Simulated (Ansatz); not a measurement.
## Every step of a relaxation of Gd (hcp type)

DFT, PBEsol, PAW with Ansatz's default frozen-core files, scalar-relativistic (Ansatz 0.2.0); a Γ-centred 17×17×9 k mesh, Fermi–Dirac smearing of 0.08 eV, spin-polarised from start moments Gd1 7, Gd2 7 μB. The run relaxes cell and atoms at a target pressure of 140 GPa.

Command: `ansatz run input.yaml --threads 2 --pin off --max-ram 7168MiB --backend cpu --events-out ev --progress --plain --runs-dir out` It took 56 s on 2 threads of Arm Neoverse V2, on a shared host, peak memory 0.47 GiB.

PAW: frozen-core files, cutoff 420 eV; forces are relaxed below 0.005 eV/Å.

Each step lists its enthalpy F + pV a cell above the last geometry, the pressure, the cell vectors (Å), and Cartesian positions (Å) with forces (eV/Å).

The first step:

```
step 1  dH = 70.90 meV  P = 141.2 GPa
  cell 2.6158 0.0000 0.0000  -1.3079 2.2654 0.0000  0.0000 0.0000 4.2377
  Gd 0.0000 1.5103 1.0594   0.0000 0.0000 0.0000
  Gd 1.3079 0.7551 3.1782   0.0000 0.0000 0.0000
```

The open f shell is treated without a Hubbard term, so these are results of the method, and the state needn't be the lowest. Spin–orbit coupling is left out, which matters for the heavy atoms. The PAW files were made under PBE.

The symmetry of the start is kept and no stability test is made, so the end need not be the stable phase.

Question: Where does the relaxation end, and by which steps?

Answer: After 5 geometries, with conventional a, b, c = 2.567, 2.567, 4.398 Å, at 12.549 Å³/atom (-0.06 % against the start) in space group P6_3/mmc, with a shortest distance of 2.567 Å and a cell moment of 12.85 μB. The further steps:
```
step 2  dH = 1.41 meV  P = 138.3 GPa
  cell 2.5644 0.0000 0.0000  -1.2822 2.2208 0.0000  0.0000 0.0000 4.4225
  Gd 0.0000 1.4805 1.1056   0.0000 0.0000 0.0000
  Gd 1.2822 0.7403 3.3168   0.0000 0.0000 0.0000
step 3  dH = 0.14 meV  P = 140.8 GPa
  cell 2.5640 0.0000 0.0000  -1.2820 2.2205 0.0000  0.0000 0.0000 4.4007
  Gd 0.0000 1.4803 1.1002   0.0000 0.0000 0.0000
  Gd 1.2820 0.7402 3.3005   0.0000 0.0000 0.0000
step 4  dH = 0.00 meV  P = 140.1 GPa
  cell 2.5667 0.0000 0.0000  -1.2833 2.2228 0.0000  0.0000 0.0000 4.3987
  Gd 0.0000 1.4819 1.0997   0.0000 0.0000 0.0000
  Gd 1.2833 0.7409 3.2990   0.0000 0.0000 0.0000
step 5  dH = 0.00 meV  P = 140.0 GPa
  cell 2.5669 0.0000 0.0000  -1.2835 2.2230 0.0000  0.0000 0.0000 4.3982
  Gd 0.0000 1.4820 1.0996   0.0000 0.0000 0.0000
  Gd 1.2835 0.7410 3.2987   0.0000 0.0000 0.0000
step 6  dH = -0.23 meV  P = 140.0 GPa  (same geometry on a basis chosen anew; earlier energies don't compare to the last digit)
  cell 2.5669 0.0000 0.0000  -1.2835 2.2230 0.0000  0.0000 0.0000 4.3982
  Gd 0.0000 1.4820 1.0996   0.0000 0.0000 0.0000
  Gd 1.2835 0.7410 3.2987   0.0000 0.0000 0.0000
```
